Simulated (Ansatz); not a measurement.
Si:
```
Si
1.0
    0.00000     7.34390     7.34390
    7.34390     0.00000     7.34390
    7.34390     7.34390     0.00000
Si
34
Direct
  0.50000   0.50000   0.50000
  0.75000   0.75000   0.75000
  0.38951   0.38951   0.38951
  0.41853   0.86049   0.86049
  0.38951   0.38951   0.83147
  0.86049   0.41853   0.86049
  0.83147   0.38951   0.38951
  0.86049   0.86049   0.86049
  0.38951   0.83147   0.38951
  0.86049   0.86049   0.41853
  0.36435   0.75324   0.75324
  0.12083   0.49676   0.88565
  0.75324   0.36435   0.12917
  0.49676   0.12083   0.49676
  0.12917   0.75324   0.75324
  0.49676   0.88565   0.49676
  0.75324   0.12917   0.36435
  0.88565   0.49676   0.12083
  0.75324   0.36435   0.75324
  0.88565   0.12083   0.49676
  0.12917   0.75324   0.36435
  0.49676   0.49676   0.12083
  0.75324   0.12917   0.75324
  0.49676   0.49676   0.88565
  0.36435   0.75324   0.12917
  0.12083   0.88565   0.49676
  0.75324   0.75324   0.36435
  0.49676   0.88565   0.12083
  0.36435   0.12917   0.75324
  0.12083   0.49676   0.49676
  0.75324   0.75324   0.12917
  0.88565   0.49676   0.49676
  0.12917   0.36435   0.75324
  0.49676   0.12083   0.88565
```

This is the r²SCAN-relaxed structure.

### Question
All from DFT-r²SCAN in the program Ansatz with PAW potentials, unless another level is named. Predict the HSE06 gap on the r²SCAN cell.

### Answer
1.14 eV.

### Question
And the hole effective mass, band 1 of 3 at the edge?

### Answer
2.1 along [100], 0.54 along [110], 0.43 along [111] (mₑ).

### Question
Give the hole effective mass, band 3 of 3 at the edge.

### Answer
0.23 along [100], 0.23 along [110], 0.29 along [111] (mₑ).

### Question
And the valence-band maximum?

### Answer
at Γ.

Space group Fd-3m. The first step of the workflow began from a Materials Project structure, measured or hypothetical. Its sites differ from those of the usual phase in this space group: another stacking or structure type. Symmetry was held in the r²SCAN relaxation; its stability against distortions is not shown here.

Potentials: the later of the program's two PAW sets.
